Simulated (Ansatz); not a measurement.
Sensitivity of the gradients in MnAs₃H₄S₆N to the input

This input was run with Ansatz:

```yaml
crystal:
  lattice:
    - [4.5936, 2.6521161965, 3.6179666667]
    - [-4.5936, 2.6521161965, 3.6179666667]
    - [0.0, -5.3042323931, 3.6179666667]
  atoms:
    - { symbol: Mn, position: [0.7866472816, 0.7866472816, 0.7866472816], spin: 5.0 }
    - { symbol: H, position: [0.3177277081, 0.1206321538, 0.1432441962] }
    - { symbol: H, position: [0.1432441962, 0.3177277081, 0.1206321538] }
    - { symbol: H, position: [0.1206321538, 0.1432441962, 0.3177277081] }
    - { symbol: H, position: [0.068687678, 0.068687678, 0.068687678] }
    - { symbol: As, position: [0.6864899622, 0.2740824663, 0.5407117274] }
    - { symbol: As, position: [0.5407117274, 0.6864899622, 0.2740824663] }
    - { symbol: As, position: [0.2740824663, 0.5407117274, 0.6864899622] }
    - { symbol: S, position: [0.5752877435, 0.4273465291, 0.8559638353] }
    - { symbol: S, position: [0.8559638353, 0.5752877435, 0.4273465291] }
    - { symbol: S, position: [0.4273465291, 0.8559638353, 0.5752877435] }
    - { symbol: S, position: [0.9603699005, 0.1031323979, 0.6488369652] }
    - { symbol: S, position: [0.6488369652, 0.9603699005, 0.1031323979] }
    - { symbol: S, position: [0.1031323979, 0.6488369652, 0.9603699005] }
    - { symbol: "N", position: [0.1638994549, 0.1638994549, 0.1638994549] }
magnetization:
  spin_polarized: true
kpoints:
  mp_grid: { grid: [5, 5, 5] }
scf:
  occupations: { method: fermi_dirac, width: 0.02 }
hamiltonian:
  xc: pbe
  pseudopotentials: { kind: paw }
output:
  forces: true
  stress: true
  populations: true
  efg:
    quadrupole_moments_barn: { Mn: 0.33, H: 0.00285783, As: 0.311, S: -0.0694, "N": 0.02044 }
    contact_densities: true
basis:
  xc_grid: 2
total_charge: 1
```

It converged. Of its output the block on the nuclei alone is shown, without the SCF iterations, energies, forces and stress (one atom of each set):

```
--- PAW observables at the nuclei: V_zz in 10²¹ V/m², potentials from the cell's mean, atoms counted from 1 ---
  atom   1  Mn V_zz =    +0.210798   η = 0.0000   by run symmetry: allowed   C_q = +1.6820 MHz
            electrostatic potential = -3024.005894 V   contact ρ = 87786.761286 e/Å³   contact ρ_s (e/Å³): all electrons -2.392742, valence +5.716197
  atom   2  H  V_zz =    +2.751638   η = 0.0075   by run symmetry: allowed   C_q = +0.1901 MHz
            electrostatic potential = -37.518762 V   contact ρ = 2.932889 e/Å³   contact ρ_s (e/Å³): all electrons +0.000247, valence +0.000240
  atom   5  H  V_zz =    +3.056741   η = 0.0000   by run symmetry: allowed   C_q = +0.2112 MHz
            electrostatic potential = -37.568452 V   contact ρ = 2.991038 e/Å³   contact ρ_s (e/Å³): all electrons -0.000112, valence -0.000114
  atom   6  As V_zz =   -18.488276   η = 0.2777   by run symmetry: allowed   C_q = -139.0308 MHz
            electrostatic potential = -4510.079455 V   contact ρ = 235529.534737 e/Å³   contact ρ_s (e/Å³): all electrons -0.624285, valence -0.635772
  atom   9  S  V_zz =   -11.006204   η = 0.3922   by run symmetry: allowed   C_q = +18.4693 MHz
            electrostatic potential = -1630.515536 V   contact ρ = 19773.226232 e/Å³   contact ρ_s (e/Å³): all electrons +0.558498, valence +0.544247
  atom  12  S  V_zz =   +14.835894   η = 0.8539   by run symmetry: allowed   C_q = -24.8959 MHz
            electrostatic potential = -1631.189715 V   contact ρ = 19770.981164 e/Å³   contact ρ_s (e/Å³): all electrons +0.404227, valence +0.395415
  atom  15  N  V_zz =    -0.009427   η = 0.0000   by run symmetry: allowed   C_q = -0.0047 MHz
            electrostatic potential = -509.411322 V   contact ρ = 1411.028667 e/Å³   contact ρ_s (e/Å³): all electrons +0.046048, valence +0.048829
```

Question: Can these gradients be trusted, and how do they compare with a run on standard settings?

Answer: Only as results of these settings. Against the standard input the change is `basis.xc_grid`: not typed → 2; `total_charge`: not typed → 1. A site carries the number of its first atom; V_zz in 10²¹ V/m².

```
site  V_zz standard  η standard  V_zz here  η here
  Mn           1.07        0.00       0.21    0.00
  H2           2.70        0.00       2.75    0.01
  H5           3.03        0.00       3.06    0.00
  As         -18.78        0.26     -18.49    0.28
  S9         -13.75        0.26     -11.01    0.39
 S12          17.40        0.34      14.84    0.85
   N          0.085        0.00     -0.009    0.00
```

The largest change of V_zz is on S9, from -13.75 to -11.01. The whole tensor moves most on S12, by 4.81 along its most changed direction. In per cent, |V_zz| changes by +1 to +2 on H, -2 on As, -20 to -15 on S (all sites that start above 2). Where |V_zz| stays above 0.1, η moves most on S12, from 0.34 to 0.85. The changed cell holds a charge of +1 on a uniform background, so it isn't the neutral crystal. At these positions, which the reference run relaxed to, the changed run has forces up to 0.5 eV/Å, so its atoms aren't at their own equilibrium. The gap no longer holds the Fermi energy in the changed run, so its gradients also hang on the k-mesh and the smearing.

On the reference run: The lattice is static: at room temperature ammonium may turn and average the couplings of its hydrogen. The entry's hydrogen positions were far off; the other atoms hardly move on relaxation. All moments are parallel here, as the start or the cell imposes; many such compounds order antiparallel, where fields and spin densities carried over to other atoms largely cancel. The magnetic order is the one that the run reached from its start moments, not necessarily the measured one.
